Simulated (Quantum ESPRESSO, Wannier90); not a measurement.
## TlCl (rock salt): Wannier90 run

```xyz
2
Lattice="0.0000 3.2195 3.2195 3.2195 0.0000 3.2195 3.2195 3.2195 0.0000" Properties=species:S:1:pos:R:3 pbc="T T T"
Tl     0.0000     0.0000     0.0000
Cl     3.2195     3.2195     3.2196
```

Materials Project entry mp-569639; symmetrised, unrelaxed at this level. Not found in the COD (Crystallography Open Database) copy used, which has the formula in other groups; not checked further. Computed values, not measurements, from PBEsol: Quantum ESPRESSO (norm-conserving PseudoDojo potentials, cutoff 50 Ry, no spin polarisation, no spin-orbit coupling) on a Γ-centred 8×8×8 mesh, then Wannier90. Density: 8×8×8 mesh, cold smearing 0.01 Ry. Spin-orbit coupling is left out although heavy elements are present.

Base run: 8 functions from bands 1,7-20 of the 20 computed, start hydrogen-like Tl: s;p; Cl: s;p, frozen window up to 3.79 eV relative to the valence-band maximum, outer window open. Bands 2–6 (Tl 5d 99 %) lie between the kept ones and are excluded. One setting was then changed (edges relative to the valence-band maximum; misfit to pw.x on a path, for states up to 3.3 eV relative to the valence-band maximum).

| run | Ω_I (Å²) | rms misfit (meV) | worst (meV) |
|---|---|---|---|
| base | 11.17 | 2.0 | 24 |
| changed | 12.25 | 1.0 | 12 |

Task: Which change was made?
A. frozen window to 1.79 eV
B. only the lowest 11 of the kept bands
C. outer window to 7.15 eV
D. frozen window to 3.29 eV
E. no frozen window

Result: B, only the lowest 11 of the kept bands. The others give:

| run | Ω_I (Å²) | rms misfit (meV) | worst (meV) |
|---|---|---|---|
| frozen window to 3.29 eV | 10.84 | 4.6 | 61 |
| frozen window to 1.79 eV | 10.30 | 103 | 624 |
| no frozen window | 9.71 | 173 | 698 |
| outer window to 7.15 eV | 14.29 | 1.5 | 18 |
